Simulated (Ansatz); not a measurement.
Li2H6Pt:
```yaml
crystal:
  lattice:
    - [0.00000, 3.30292, 3.30292]
    - [3.30292, 0.00000, 3.30292]
    - [3.30292, 3.30292, 0.00000]
  atoms:
    - { symbol: Li, position: [0.75000, 0.75000, 0.75000] }
    - { symbol: Li, position: [0.25000, 0.25000, 0.25000] }
    - { symbol: H, position: [0.75170, 0.75170, 0.24830] }
    - { symbol: H, position: [0.24830, 0.24830, 0.75170] }
    - { symbol: H, position: [0.24830, 0.75170, 0.75170] }
    - { symbol: H, position: [0.75170, 0.24830, 0.24830] }
    - { symbol: H, position: [0.75170, 0.24830, 0.75170] }
    - { symbol: H, position: [0.24830, 0.75170, 0.24830] }
    - { symbol: Pt, position: [0.00000, 0.00000, 0.00000] }
```

Tensor components refer to the Cartesian frame of this cell.

### Question
Give the high-frequency dielectric tensor and the Born effective charge tensors of the independent atoms from DFPT, PBEsol in the plane-wave PAW code Ansatz.

### Answer

ε∞:
```
4.42  0.00  0.00
0.00  4.42  0.00
0.00  0.00  4.42
```
Z* of atom 1 (Li), rows: field, columns: displacement, in e:
```
1.04  0.00  0.00
0.00  1.04  0.00
0.00  0.00  1.04
```
Z* of atom 3 (H), rows: field, columns: displacement, in e:
```
 0.18   0.00   0.00
 0.00   0.18   0.00
 0.00   0.00  -0.80
```
Z* of atom 9 (Pt), rows: field, columns: displacement, in e:
```
-1.19   0.00   0.00
 0.00  -1.19   0.00
 0.00   0.00  -1.19
```

Space group Fm-3m. The first step of the workflow began from a Materials Project structure, measured or hypothetical; the Crystallography Open Database copy checked does not list it. Whether it is the stable phase at ambient conditions was not checked. The cell was relaxed with PBEsol under the symmetry of its start; its stability against distortions is not shown here. The run is not spin-polarised. Spin–orbit coupling is left out wherever it is not named.

Potentials: the later of the program's two PAW sets.
